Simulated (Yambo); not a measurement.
```xyz
6
Lattice="2.0589 -5.3940 0.0000 2.0589 5.3940 0.0000 0.0000 0.0000 4.2027" Properties=species:S:1:pos:R:3 pbc="T T T"
H      2.0589    -5.0461     1.6676
H      2.0589     5.0461     3.7689
O      2.0589    -4.3345     0.9983
O      2.0589     4.3345     3.0997
Rb     2.0589    -1.4910     1.0972
Rb     2.0589     1.4910     3.1985
```

RbOH (space group Cmc2_1, No. 36): mean Im ε in 1 eV windows above the direct gap of 5.88 eV, for different electron-hole kernels (Yambo, broadening 0.15 eV, PBEsol (Quantum ESPRESSO, PseudoDojo norm-conserving, 84 Ry, with spin-orbit coupling) bands; 4×4×4 mesh, 12 valence and 10 conduction bands, static screening with 100 bands and a 3 Ry block, scissor 2.30 eV, Tamm-Dancoff; field along x).

```
window (eV)  independent quasiparticles  BSE
-----------  --------------------------  ---
5.9 to 6.9                          0.3  2.3
6.9 to 7.9                          0.8  2.1
7.9 to 8.9                          1.8  0.9
8.9 to 9.9                          2.3  0.4
```

This run doesn't resolve bound excitons or single peaks, so only averages are given, and they too depend on the mesh; weight that the attraction moves below the gap isn't listed. All transitions below 10.48 eV are in the band window. The scissor comes from a G0W0 run whose convergence isn't established.

Geometry of the Materials Project entry, not relaxed at this level.

The structure is a Materials Project entry; no match was found in the copy of COD used, and its stability was not checked.
